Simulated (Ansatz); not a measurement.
Input and command of a plane-wave DFT calculation in Ansatz:

```yaml
crystal:
  lattice:
    - [2.6887351975, 0.0, 0.0]
    - [-1.3443675988, 2.3285129851, 0.0]
    - [0.0, 0.0, 4.0286949483]
  atoms:
    - { symbol: Mn, position: [0.0, 0.0, 0.0], spin: 1.89 }
    - { symbol: Ga, position: [0.3333333333, 0.6666666667, 0.5] }
basis:
  ecutwfc: 420
kpoints:
  mp_grid: { grid: [12, 12, 8] }
hamiltonian:
  xc: pbesol
scf:
  occupations: { method: gaussian, width: 0.15 }
output:
  forces: true
  stress: true
  eigenvalues: true
  populations: true
magnetization:
  spin_polarized: true
```

```bash
ansatz run input.yaml --threads 1 --pin off --max-ram 2560MiB --backend cpu --events-out ev --progress --plain --runs-dir out
```

Processor: Intel(R) Xeon(R) Platinum 8259CL CPU @ 2.50GHz (Skylake/Cascade Lake), 1 thread, on a host shared with other jobs.

**Question.** How long does it run, and how much memory does it take?

**Answer.** About 14 s on 1 thread of Intel(R) Xeon(R) Platinum 8259CL CPU @ 2.50GHz (Skylake/Cascade Lake), on a shared host, peak memory 0.47 GiB. It solves 19 bands at 95 k points (the mesh reduced by symmetry) with about 499 plane waves, in 11 SCF iterations.
